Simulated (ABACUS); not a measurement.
Band structure of Ta (Im-3m, 1 atom in the cell; from Materials Project mp-50).

```yaml
crystal:
  lattice:
    - [-1.65493, 1.65493, 1.65493]
    - [1.65493, -1.65493, 1.65493]
    - [1.65493, 1.65493, -1.65493]
  atoms:
    - { symbol: Ta, position: [0.00000, 0.00000, 0.00000] }
```

Level of theory: ABACUS with PBEsol, numerical atomic orbitals TZP (confined pseudo-atomic orbitals with Gaussian additions; energy shift 0.01 Ry), PseudoDojo 0.4 standard norm-conserving PBEsol (tails mended) pseudopotentials.

Settings: basis = TZP numerical atomic orbitals, energy shift 0.01 Ry; KPT = MP 11 11 11 0 0 0; basis_type = lcao; dft_functional = PBESOL; ecutwfc = 100 Ry; smearing_method = mv; smearing_sigma = 0.00734986 Ry; potentials = PseudoDojo 0.4 standard norm-conserving PBEsol (tails mended); symmetry = 1; ks_solver = genelpa; scf_nmax = 100; scf_thr = 1.0e-06; mixing_type = broyden; mixing_beta = 0.4.

Spin-orbit coupling is left out, which matters for bands and gaps with elements this heavy. The atom-centred basis is finite, which shifts total energies and pressures against plane waves. The structure comes from a collection of computed structures, made at another level of theory; the collection holds predicted forms beside known ones. No clean gap shows at this smearing width and mesh (spacing up to 0.24 Å⁻¹); the mesh is coarse for partly filled bands, so the values carry mesh errors.

Points are given in units of this cell's reciprocal vectors. Levels in eV from the Fermi level, bands 3 to 8:
| point | 3 | 4 | 5 | 6 | 7 | 8 |
|---|---|---|---|---|---|---|
| Γ (0 0 0) | -33.00 | -33.00 | -7.88 | 0.76 | 0.76 | 0.76 |
| H (0.5 -0.5 0.5) | -33.81 | -33.81 | -3.74 | -3.74 | 6.83 | 6.83 |
| N (0 0 0.5) | -33.37 | -33.00 | -4.33 | -1.50 | 1.62 | 3.88 |
| P (0.25 0.25 0.25) | -33.58 | -33.58 | -1.19 | -1.19 | -1.19 | 5.08 |

2 bands cross the Fermi level along this path, so the cell has no gap at this level.

The Fermi level comes from the SCF mesh, which can miss band crossings, so its place against them is uncertain.

Higher empty bands are left out: an atom-centred basis made for the valence describes them poorly.

The atomic orbitals were generated for these runs; they are not ABACUS's published sets and were checked against plane waves on a few crystals only.

“Tails mended”: in these copies of the files the far tail of each local potential was reset to the Coulomb form.
